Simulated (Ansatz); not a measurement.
Data:

TiB₂ (AlB2 type, space group P6/mmm)

```cif
data_B2Ti
_chemical_formula_sum 'Ti1 B2'
_space_group_name_H-M_alt 'P6/mmm'
_space_group_IT_number 191
_space_group_name_Hall '-P 6 2'
_cell_length_a 3.02469
_cell_length_b 3.02469
_cell_length_c 3.22264
_cell_angle_alpha 90.000
_cell_angle_beta 90.000
_cell_angle_gamma 120.000
loop_
_atom_site_label
_atom_site_type_symbol
_atom_site_symmetry_multiplicity
_atom_site_Wyckoff_symbol
_atom_site_fract_x
_atom_site_fract_y
_atom_site_fract_z
_atom_site_occupancy
Ti1 Ti 1 a 0.00000 0.00000 0.00000 1
B1 B 2 d 0.33333 0.66667 0.50000 1
```

Equation-of-state scan: isotropic scaling of the cell above, V₀ being its volume. Symmetry pins the atoms to their sites.

Calculation: r2SCAN (plane waves to 500 eV, PAW, scalar-relativistic; Ansatz, a program for electronic structure). k mesh 19×19×15 (Γ-centred), Fermi-Dirac smearing 0.05 eV. Energies are smeared free energies. Stress and pressure are positive under compression. With the shape held, the modulus is that of even scaling; a crystal free to change shape is softer. TiB2 is run without spin polarisation. TiB2 was relaxed with its symmetry unable to fall. ΔE is measured from the relaxed starting cell.

The scan covers V/V₀ from 0.940 to 1.060 in 9 points.

Q: What is the fitted pressure derivative B₀′?

A: 3.8.

Q: What bulk modulus at fixed cell shape B₀ follows from a third-order Birch-Murnaghan fit?

A: 263 GPa.

(Under strain, the slope of the energy per volume gives the stress and its curvature an elastic modulus.)
